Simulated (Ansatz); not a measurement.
**MgCr2Ge4O12: field gradients at two levels of theory**

Cell: a computed structure from the Materials Project (it need not be an observed phase), atoms as given.

```cif
data_MgCr2Ge4O12
_symmetry_space_group_name_H-M 'C2'
_symmetry_Int_Tables_number 5
_cell_length_a 10.3769
_cell_length_b 8.8238
_cell_length_c 5.5132
_cell_angle_alpha 90.000
_cell_angle_beta 112.264
_cell_angle_gamma 90.000
loop_
_atom_site_label
_atom_site_type_symbol
_atom_site_symmetry_multiplicity
_atom_site_Wyckoff_symbol
_atom_site_fract_x
_atom_site_fract_y
_atom_site_fract_z
Mg Mg 2 a 0.5000 0.7742 0.0000
Cr2 Cr 2 a 0.5000 0.4070 0.0000
Cr3 Cr 2 b 0.5000 0.5849 0.5000
Ge4 Ge 4 c 0.2953 0.0940 0.0144
Ge6 Ge 4 c 0.7133 0.9013 0.5050
O8 O 4 c 0.3622 0.0285 0.3391
O10 O 4 c 0.6433 0.9599 0.1594
O12 O 4 c 0.3820 0.7330 0.5911
O14 O 4 c 0.6580 0.2782 0.0239
O16 O 4 c 0.1072 0.0896 0.8989
O18 O 4 c 0.8962 0.9191 0.6061
```

One atom of each set is listed; the run and its k-mesh use a cell of 19 atoms with edges of 6.81, 6.81, 5.51 Å.

First run. Computed with Ansatz: DFT, PBE, plane waves and PAW, scalar-relativistic, collinear spin, 420 eV cutoff, Γ-centred 4×4×5 k-points, Fermi–Dirac smearing 0.02 eV. Start moments as typed (μB): 3 on each Cr, none on the rest.

```
site  V_zz (10²¹ V/m²)     η  m (μB)
  Mg              1.71  0.46    0.00
 Cr2             -2.12  0.17    2.37
 Cr3              3.03  0.08    2.40
 Ge4             -6.23  0.49    0.01
 Ge6             10.44  0.72    0.01
  O8             12.57  0.54    0.01
 O10             10.39  0.93    0.00
 O12             10.76  0.36    0.01
 O14             11.14  0.48    0.01
 O16              7.06  0.59   -0.01
 O18              9.74  0.86    0.00
```

Second run. The same atoms and settings, except that the functional is r2SCAN and the cutoff is 500 eV.

(1) Given the first result, estimate the second.

## Answers

(1) 

| site | V_zz | η | change of V_zz | m (μB) |
| --- | --- | --- | --- | --- |
| Mg | 1.64 | 0.46 | -0.07 | 0.00 |
| Cr2 | -2.14 | 0.35 | -0.02 | 2.42 |
| Cr3 | 3.10 | 0.16 | +0.07 | 2.45 |
| Ge4 | -6.52 | 0.46 | -0.29 | 0.00 |
| Ge6 | 10.91 | 0.73 | +0.47 | 0.00 |
| O8 | 12.56 | 0.53 | -0.01 | 0.01 |
| O10 | 10.32 | 0.93 | -0.07 | 0.00 |
| O12 | 10.74 | 0.33 | -0.02 | 0.01 |
| O14 | 11.07 | 0.48 | -0.07 | 0.01 |
| O16 | 7.10 | 0.57 | +0.04 | -0.01 |
| O18 | 9.89 | 0.82 | +0.15 | 0.00 |

The largest change of V_zz is on Ge6, from 10.44 to 10.91. In per cent, |V_zz| changes by -4 on Mg, +1 to +2 on Cr, +5 on Ge, -1 to +2 on O (all sites that start above 0.5). Where |V_zz| stays above 0.1, η moves most on Cr2, from 0.17 to 0.35.

The program didn't check the stability of this electronic state in full, so a lower one may lie near. All moments are parallel here, as the start or the cell imposes; many such compounds order antiparallel, where fields and spin densities carried over to other atoms largely cancel. The magnetic order is the one that the run reached from its start moments, not necessarily the measured one.
For the first run: The largest force is 0.6 eV/Å, so the atoms aren't at the calculated equilibrium and relaxing them would move these values.
For the second run: At this cell the r2SCAN pressure is -7 GPa, so with r2SCAN the cell would shrink if it were relaxed. The entry's cell may itself be off. The largest force is 0.5 eV/Å, so the atoms aren't at the calculated equilibrium and relaxing them would move these values.
